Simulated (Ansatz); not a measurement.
A geometry of PtSe$_{2}$ away from equilibrium: step 3 of the relaxation of a generated trial cell of PtSe2 in the AFLOW prototype A2B_oC12_36_2a_a (C24, as in HgBr2). Method: PBE (plane waves to 420 eV, PAW, scalar-relativistic; Ansatz, a first-principles code). Γ-centred k-mesh 7×7×2 on the run's cell (coarser than for final values), Fermi–Dirac smearing 0.05 eV. The plane waves were selected for a different cell earlier on the path.

```
CELL_PARAMETERS angstrom
      1.93254    -2.98254     0.00000
      1.93254     2.98254     0.00000
      0.00000     0.00000    10.64257
ATOMIC_POSITIONS crystal
  Se 0.68329 0.31671 0.48279
  Se 0.31671 0.68329 0.98279
  Se 0.95097 0.04903 0.66931
  Se 0.04903 0.95097 0.16931
  Pt 0.64455 0.35545 0.84790
  Pt 0.35545 0.64455 0.34790
```

Q: Give the Cartesian forces on all atoms (eV/Å).

A: 
| atom | Fx | Fy | Fz |
|---|---|---|---|
| Se1 | 0.00 | -0.20 | -1.52 |
| Se2 | 0.00 | 0.20 | -1.52 |
| Se3 | 0.00 | -0.85 | 2.45 |
| Se4 | 0.00 | 0.85 | 2.45 |
| Pt5 | 0.00 | -0.62 | -0.93 |
| Pt6 | 0.00 | 0.62 | -0.93 |

The path ends in P6₃mc (No. 186). No spin polarisation in the result. No dispersion correction is included, so spacings between layers, chains or molecules are soft and tend to come out too large.

The run could not lose the symmetry of its start, so the end can be a saddle point.

The end of the path is a generated cell of PtSe2: the first start was made by placing the elements on the sites of a structure type, and the end was not matched to a known phase here, so it may be hypothetical. Known forms of PtSe2 include space group No. 164.
